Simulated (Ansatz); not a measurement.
# Ionic part of the dielectric constant of Zn₄SeS₃, mode by mode

Computed with Ansatz 0.2.0, DFT PBE, scalar-relativistic, plane waves, PAW. Cutoff 420 eV, 6×6×6 k-points (Γ-centred), fixed occupations. No spin polarisation. Phonons by linear response, acoustic sum rule imposed.

Space group P-43m (No. 215), cubic, a = 5.516 Å. Zn has 3 S at 2.37 Å and 1 Se at 2.45 Å; Se has 4 Zn at 2.45 Å; S is surrounded by 4 Zn at 2.37 Å.

The structure comes from a generated guess, relaxed at this level; another structure or a mixture of phases may lie lower.

The primitive cell has V = 167.79 Å³ and ε∞,xx = 6.277. Each polar mode adds Δε = (4.92064×10⁷/V)·S/ν² along x, with S its oscillator strength in e²/amu, ν in cm⁻¹ and V in Å³.

Task: From these modes, find each Δε and ε0,xx.
```
ν (cm⁻¹)  S_xx (e²/amu)
   81.35         0.0002
  210.09         0.1806
  263.04         0.5334
  294.22        0.00465
```

Result:
```
ν (cm⁻¹)    Δε
   81.35  0.01
  210.09  1.20
  263.04  2.26
  294.22  0.02
```

The sum is 3.49, so ε0,xx = 9.77; the run's tensor has 9.76.

Task: Where do the longitudinal modes lie for a wave vector along x?

Result: At 81.38, 219.10, 293.66, 315.00 cm⁻¹. The Lyddane–Sachs–Teller product Π(ν_LO/ν_TO)² = 1.55 agrees with ε0/ε∞ = 1.56.
